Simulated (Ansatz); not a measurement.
ZnSnN2:
```yaml
crystal:
  lattice:
    - [5.77838, 0.00000, 0.00000]
    - [0.00000, 6.64325, 0.00000]
    - [0.00000, 0.00000, 5.41585]
  atoms:
    - { symbol: Zn, position: [0.58285, 0.87488, 0.99922] }
    - { symbol: Zn, position: [0.41715, 0.12512, 0.49922] }
    - { symbol: Zn, position: [0.91715, 0.37488, 0.49922] }
    - { symbol: Zn, position: [0.08285, 0.62512, 0.99922] }
    - { symbol: Sn, position: [0.58910, 0.37525, 0.99941] }
    - { symbol: Sn, position: [0.41090, 0.62475, 0.49941] }
    - { symbol: Sn, position: [0.91090, 0.87525, 0.49941] }
    - { symbol: Sn, position: [0.08910, 0.12475, 0.99941] }
    - { symbol: N, position: [0.58408, 0.37258, 0.38003] }
    - { symbol: N, position: [0.41592, 0.62742, 0.88003] }
    - { symbol: N, position: [0.91592, 0.87258, 0.88003] }
    - { symbol: N, position: [0.08408, 0.12742, 0.38003] }
    - { symbol: N, position: [0.57796, 0.87750, 0.37133] }
    - { symbol: N, position: [0.42204, 0.12250, 0.87133] }
    - { symbol: N, position: [0.92204, 0.37750, 0.87133] }
    - { symbol: N, position: [0.07796, 0.62250, 0.37133] }
```

Relaxed with LDA. Special points in fractions of this cell's reciprocal vectors: Γ (0.000, 0.000, 0.000); X (0.500, 0.000, 0.000); S (0.500, 0.500, 0.000); Y (0.000, 0.500, 0.000); Z (0.000, 0.000, 0.500); U (0.500, 0.000, 0.500); R (0.500, 0.500, 0.500); T (0.000, 0.500, 0.500).

List the band energies nearest the valence-band maximum at these points for LDA in the plane-wave PAW code Ansatz.

In eV from the valence-band maximum; about four levels below and three above (degenerate sets whole), none deeper than 8.9 eV; points with the same levels are listed once.

```tsv
k	below	above
Γ	-0.86 -0.10 -0.04 0.00	0.26 2.77 3.65
X	-0.69 -0.69 -0.41 -0.41	2.53 2.53 3.77 3.77
S	-0.89 -0.89 -0.87 -0.87	3.12 3.12 3.71 3.71
Y	-0.62 -0.62 -0.45 -0.45	2.33 2.33 4.47 4.47
Z	-0.52 -0.52 -0.48 -0.48	2.56 2.56 3.30 3.30
U	-1.06 -1.06 -1.06 -1.06	3.09 3.09 3.09 3.09
R	-1.49 -1.49 -1.28 -1.28	3.63 3.63 3.64 3.64
T	-1.16 -1.16 -0.98 -0.98	3.31 3.31 4.07 4.07
```

Space group Pna2_1. The LDA relaxation kept the symmetry of its start. Scalar-relativistic: spin–orbit coupling is off unless named, which matters more the heavier the elements.

Potentials: the later of the program's two PAW sets.
